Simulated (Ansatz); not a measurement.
Ansatz (a program for electronic structure) input:

Ansatz 0.2 input:
```yaml
crystal:
  lattice:
    - [6.5531477351, 0.0, 0.0]
    - [0.0, 6.5531477351, 0.0]
    - [0.0, 0.0, 6.5531477351]
  atoms:
    - { symbol: Sb, position: [0.3749371482, 0.1250628518, 0.8749371482] }
    - { symbol: Sb, position: [0.6250628518, 0.8749371482, 0.1250628518] }
    - { symbol: Sb, position: [0.1250628518, 0.8749371482, 0.3749371482] }
    - { symbol: Sb, position: [0.8749371482, 0.1250628518, 0.6250628518] }
    - { symbol: Sb, position: [0.8749371482, 0.3749371482, 0.1250628518] }
    - { symbol: Sb, position: [0.1250628518, 0.6250628518, 0.8749371482] }
    - { symbol: Sb, position: [0.6250628518, 0.6250628518, 0.6250628518] }
    - { symbol: Sb, position: [0.3749371482, 0.3749371482, 0.3749371482] }
    - { symbol: Pt, position: [0.0, 0.5, 0.5] }
    - { symbol: Pt, position: [0.5, 0.5, 0.0] }
    - { symbol: Pt, position: [0.5, 0.0, 0.5] }
    - { symbol: Pt, position: [0.0, 0.0, 0.0] }
kpoints:
  mp_grid: { grid: [5, 5, 5] }
  band_path:
    path:
      - [[0.0, 0.0, 0.0], [0.0, 0.5, 0.0], [0.5, 0.5, 0.0], [0.0, 0.0, 0.0], [0.5, 0.5, 0.5], [0.0, 0.5, 0.0]]  # Γ-X-M-Γ-R-X
      - [[0.5, 0.5, 0.5], [0.5, 0.5, 0.0], [0.5, 0.0, 0.0]]  # R-M-X_1
    npoints: 10
basis: { xc_grid: 2 }
hamiltonian:
  xc: pbe
  pseudopotentials: { kind: paw }
magnetization: { noncollinear: true, spin_orbit: true }
scf:
  n_extra_bands: 24
  convergence: { dr2_threshold: 0.0000000001 }
  occupations: { method: gaussian, width: 0.05 }
output: { eigenvalues: true }
```

Output (shortened):

```
Pseudopotential: Sb, paw_fr, valence charge 15
Pseudopotential: Pt, paw_fr, valence charge 18
Functional definition: PBE
non-collinear run that drives no moment, with spin-orbit …
Crystal: 12 atoms, lattice volume = 281.417 Å³
Basis set: ecut = 420 eV, 5449 PW (Γ), exchange–correlation on 90×90×90 points (8 copies of the dense FFT grid, shifted against one another)
Bands: 216, of which v1, the nominal top of the filled ones, is band 192 counted from 1 (191 counted from 0)
Symmetry: 24 space group operations + 24 with time reversal
k-points: 11 of 125
Projection manifold: j_resolved (fully-relativistic pseudo-atomic orbitals)
SCF iter   1: F=—  HF=-102136.144364 eV  |F-HF|=—  |Δ(HF+E_count)|=         —  Δρ=8.65e-2  dr2=2.84e1  dr2_m=0.00e0 (ungated)  ethr=3.10e-3  |M|=0.00e0 ∫|m|=0.00e0 μB  |m|>n=0.0e0 m-floor=0.0e0 τ_xc=0.0e0  β_m=0.30  ⟨swp⟩=6.5  Hψ=5415  notcnv=0  defer=18
preconditioner: auto → Resta (q_TF=auto, 2.560 Å⁻¹)
spin=Noncollinear: Resta preconditioning applied to the charge; magnetization (m_x, m_y, m_z) channels mix plain (no charge-response kernel on spin).
SCF iter   2: F=—  HF=-102131.672481 eV  |F-HF|=—  |Δ(HF+E_count)|=    4.47e0  Δρ=3.58e-2  dr2=3.29e0  dr2_m=0.00e0 (ungated)  ethr=3.10e-3  |M|=0.00e0 ∫|m|=0.00e0 μB  |m|>n=0.0e0 m-floor=0.0e0 τ_xc=0.0e0  β_m=0.38  ⟨swp⟩=2.2  Hψ=1774  notcnv=0  defer=186
SCF iter   3: F=—  HF=-102131.187413 eV  |F-HF|=—  |Δ(HF+E_count)|=   4.85e-1  Δρ=1.45e-2  dr2=3.74e-1  dr2_m=0.00e0 (ungated)  ethr=1.71e-3  |M|=0.00e0 ∫|m|=0.00e0 μB  |m|>n=0.0e0 m-floor=0.0e0 τ_xc=0.0e0  β_m=0.69  ⟨swp⟩=2.1  Hψ=1542  notcnv=0  defer=182
SCF iter   4: F=—  HF=-102131.192512 eV  |F-HF|=—  |Δ(HF+E_count)|=   5.10e-3  Δρ=2.06e-3  dr2=1.87e-2  dr2_m=0.00e0 (ungated)  ethr=1.95e-4  |M|=0.00e0 ∫|m|=0.00e0 μB  |m|>n=0.0e0 m-floor=0.0e0 τ_xc=0.0e0  β_m=0.75  ⟨swp⟩=2.0  Hψ=1363  notcnv=0  defer=182
SCF iter   5: F=—  HF=-102131.191464 eV  |F-HF|=—  |Δ(HF+E_count)|=   1.05e-3  Δρ=7.59e-4  dr2=1.63e-3  dr2_m=0.00e0 (ungated)  ethr=9.74e-6  |M|=0.00e0 ∫|m|=0.00e0 μB  |m|>n=0.0e0 m-floor=0.0e0 τ_xc=0.0e0  β_m=0.88  ⟨swp⟩=2.0  Hψ=1539  notcnv=0  defer=182
SCF iter   6: F=—  HF=-102131.191915 eV  |F-HF|=—  |Δ(HF+E_count)|=   4.51e-4  Δρ=1.66e-4  dr2=8.39e-5  dr2_m=0.00e0 (ungated)  ethr=8.49e-7  |M|=0.00e0 ∫|m|=0.00e0 μB  |m|>n=0.0e0 m-floor=0.0e0 τ_xc=0.0e0  β_m=0.94  ⟨swp⟩=2.0  Hψ=2111  notcnv=0  defer=182
SCF iter   7: F=—  HF=-102131.191950 eV  |F-HF|=—  |Δ(HF+E_count)|=   3.47e-5  Δρ=5.78e-5  dr2=1.14e-5  dr2_m=0.00e0 (ungated)  ethr=4.37e-8  |M|=0.00e0 ∫|m|=0.00e0 μB  |m|>n=0.0e0 m-floor=0.0e0 τ_xc=0.0e0  β_m=0.97  ⟨swp⟩=2.0  Hψ=1539  notcnv=0  defer=182
SCF iter   8: F=—  HF=-102131.191832 eV  |F-HF|=—  |Δ(HF+E_count)|=   1.18e-4  Δρ=1.00e-5  dr2=2.70e-7  dr2_m=0.00e0 (ungated)  ethr=5.92e-9  |M|=0.00e0 ∫|m|=0.00e0 μB  |m|>n=0.0e0 m-floor=0.0e0 τ_xc=0.0e0  β_m=0.98  ⟨swp⟩=2.0  Hψ=2000  notcnv=0  defer=182
SCF iter  12: F=-102131.191832 eV  HF=-102131.191832 eV  |F-HF|=0.00e0  |Δ(HF+E_count)|=  2.91e-11  Δρ=5.82e-8  dr2=1.04e-11  dr2_m=0.00e0 (ungated)  ethr=1.00e-12  |M|=0.00e0 ∫|m|=0.00e0 μB  |m|>n=0.0e0 m-floor=0.0e0 τ_xc=0.0e0  ⟨swp⟩=9.4  Hψ=4354  notcnv=0
SCF 1 converged in 12 iterations: F = -102131.191832 eV  dr2 = 1.04e-11
NSCF: frozen V_eff on 72 k-points
SCF converged after 12 iterations
Magnetization: |M| = 0.0000 μB,  M = (+0.0000, +0.0000, +0.0000) μB
Absolute magnetization: 0.0000 μB (∫|m|)
  site 0: m = (+0.0000, +0.0000, +0.0000) μB, |m| = 0.0000 μB  (R = 1.12 Å)
  site 1: m = (+0.0000, +0.0000, +0.0000) μB, |m| = 0.0000 μB  (R = 1.12 Å)
  site 2: m = (+0.0000, +0.0000, +0.0000) μB, |m| = 0.0000 μB  (R = 1.12 Å)
  site 3: m = (+0.0000, +0.0000, +0.0000) μB, |m| = 0.0000 μB  (R = 1.12 Å)
  site 4: m = (+0.0000, +0.0000, +0.0000) μB, |m| = 0.0000 μB  (R = 1.12 Å)
  site 5: m = (+0.0000, +0.0000, +0.0000) μB, |m| = 0.0000 μB  (R = 1.12 Å)
  site 6: m = (+0.0000, +0.0000, +0.0000) μB, |m| = 0.0000 μB  (R = 1.12 Å)
  site 7: m = (+0.0000, +0.0000, +0.0000) μB, |m| = 0.0000 μB  (R = 1.12 Å)
  site 8: m = (+0.0000, +0.0000, +0.0000) μB, |m| = 0.0000 μB  (R = 1.12 Å)
  site 9: m = (+0.0000, +0.0000, +0.0000) μB, |m| = 0.0000 μB  (R = 1.12 Å)
  site 10: m = (+0.0000, +0.0000, +0.0000) μB, |m| = 0.0000 μB  (R = 1.12 Å)
  site 11: m = (+0.0000, +0.0000, +0.0000) μB, |m| = 0.0000 μB  (R = 1.12 Å)
Free energy (F): -102131.191832 eV
Harris-Foulkes:  -102131.191832 eV  (|F-HF|=0.00e0)
Internal energy: -102131.189344 eV  (E = F + TS)
E sigma→0 (E₀):  -102131.190588 eV
Entropy (-TS):   -0.002488 eV (-0.207 meV/atom)
Fermi energy:    13.643332 eV
--- Per-component energies (eV) ---
  E_band       = -2165.526747
  E_kinetic    = 4209.229259
  E_local      = -20145.699910  (includes V_loc(G=0)·N_el)
  E_nonlocal   = 3656.165871
  E_hartree    = 8606.783196
  E_xc         = -2160.052710
  E_vxc        = -1988.496034  (∫ρ·V_xc dr)
  E_paw        = -74555.828728  (= ΣΔE_a)
  E_vpaw       = -5110.293230  (= ΣTr[D̂ρ^β])
  E_aug_tail   = 0.000648  (compensation charges beyond the density's cutoff)
  E_ewald      = -21741.786970
  E_smearing   = -0.002488  (= −TS)
  E_closure    = 0.000000  (closes the sum)
  Σ components = -102131.191832   (vs F -102131.191832, Δ=0.00e0)
  [band-id]    e_kinetic+e_local+e_nonlocal+2·e_hartree+e_vxc+e_vpaw+e_augmentation_tail = -2165.527004   (vs E_band -2165.526747, Δ=-2.57e-4)
--- Band table (eV; the first three rows and the last of 11) ---
  k-point 0: bands = ["-85.0886", "-85.0886", "-85.0886", "-85.0886", "-85.0886", "-85.0886", "-85.0886", "-85.0886", "-50.4314", "-50.4314", "-50.4313", "-50.4313", "-50.4313", "-50.4313", "-50.4312", "-50.4312", "-35.5077", "-35.5077", "-35.5077", …
  k-point 1: bands = ["-85.0886", "-85.0886", "-85.0886", "-85.0886", "-85.0886", "-85.0886", "-85.0886", "-85.0886", "-50.4313", "-50.4313", "-50.4313", "-50.4313", "-50.4313", "-50.4313", "-50.4313", "-50.4313", "-35.5077", "-35.5077", "-35.5077", …
  k-point 2: bands = ["-85.0886", "-85.0886", "-85.0886", "-85.0886", "-85.0886", "-85.0886", "-85.0886", "-85.0886", "-50.4313", "-50.4313", "-50.4313", "-50.4313", "-50.4313", "-50.4313", "-50.4313", "-50.4313", "-35.5076", "-35.5076", "-35.5076", …
  k-point 10: bands = ["-85.0886", "-85.0886", "-85.0886", "-85.0886", "-85.0886", "-85.0886", "-85.0886", "-85.0886", "-50.4313", "-50.4313", "-50.4313", "-50.4313", "-50.4313", "-50.4313", "-50.4313", "-50.4313", "-35.5076", "-35.5076", "-35.5076", …
```

Cost: roughly 22 core-minutes on shared cores.

Space group Pa-3. Symmetry was held in the PBE relaxation. The run is not spin-polarised.

Potentials: the later of the program's two PAW sets.

Ansatz is a plane-wave DFT program.
